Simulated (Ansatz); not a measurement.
The relaxed structure here is a generated cell of Nb: the first start was made by placing the elements on the sites of a structure type, and the end was not matched to a known phase here, so it may be hypothetical. Known forms of Nb include space group No. 229.

A relaxed structure of Nb. Space group Pm-3m (No. 221), simple cubic type. All values below come from r2SCAN (plane waves to 500 eV, PAW, scalar-relativistic; Ansatz, a quantum-chemistry and plane-wave program).

```xyz
1
Lattice="2.7093 0.0000 0.0000 0.0000 2.7093 0.0000 0.0000 0.0000 2.7093" Properties=species:S:1:pos:R:3 pbc="T T T"
Nb     0.0000     0.0000     0.0000
```

- Volume per atom: 19.89 Å³
- Band gap: no gap (metallic)
- Shortest distances: Nb–Nb 2.71 Å
- k-mesh: 17×17×17

Band energies at high-symmetry points (eV from the Fermi level; labels of this space group; no spin-orbit coupling), from −5 eV up to 5.0 eV:

| point | energies |
|---|---|
| Γ | -3.06 -3.06 |
| X | -2.62 -2.11 0.42 2.13 2.13 |
| M | -4.27 -1.13 2.84 2.84 |
| R | -2.52 -2.52 -2.52 |

No spin polarisation in the result.

The run could not lose the symmetry of its start, so the end can be a saddle point.
